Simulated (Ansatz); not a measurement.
Computed energy against volume: SnO2 (rutile)

SnO2 (rutile)

```
SnO2
1.0
    4.76919     0.00000     0.00000
    0.00000     4.76919     0.00000
    0.00000     0.00000     3.21201
Sn O
2 4
Direct
  0.00000   0.00000   0.00000
  0.50000   0.50000   0.50000
  0.30628   0.30628   0.00000
  0.80628   0.19372   0.50000
  0.19372   0.80628   0.50000
  0.69372   0.69372   0.00000
```

E(V) scan at fixed shape, V₀ the volume above. The atoms relax within the cell's symmetry.

These are PBEsol (plane waves to 420 eV, PAW, scalar-relativistic; Ansatz, a quantum-chemistry and plane-wave program) values and carry that method's errors. k mesh 7×7×11 (Γ-centred), Fermi-Dirac smearing 0.05 eV. Energies are smeared free energies. Compression counts positive. With the shape held, the modulus is that of even scaling; a crystal free to change shape is softer. SnO2 was relaxed with its symmetry unable to fall. The zero of ΔE is the relaxed starting cell.

```csv
V (Å³/atom),ΔE (kJ/mol of atoms),P (GPa)
10.959,8.82,26.7
11.202,5.41,20.0
11.446,2.91,14.1
11.689,1.24,8.8
11.933,0.30,4.2
12.176,0.00,0.0
12.420,0.27,-3.7
12.663,1.06,-6.9
12.907,2.29,-9.8
13.150,3.93,-12.4
13.394,5.90,-14.6
```

Derived quantities:

```yaml
pressure_at_the_smallest_volume: 26.7 GPa
energy_cost_of_the_largest_compression: 91.4 meV/atom
energy_cost_of_the_largest_expansion: 61.2 meV/atom
Bulk modulus at fixed cell shape B₀ (third-order Birch-Murnaghan fit): 195 GPa
Pressure derivative B₀′ (fit): 5.0
equilibrium_volume_of_the_fit: 12.18 Å³/atom
Pressure for 5 % compression (fit): 11.4 GPa
```

The 11 points together took about 3 core-minutes (a rough figure).

(Under strain, the slope of the energy per volume gives the stress and its curvature an elastic modulus.)
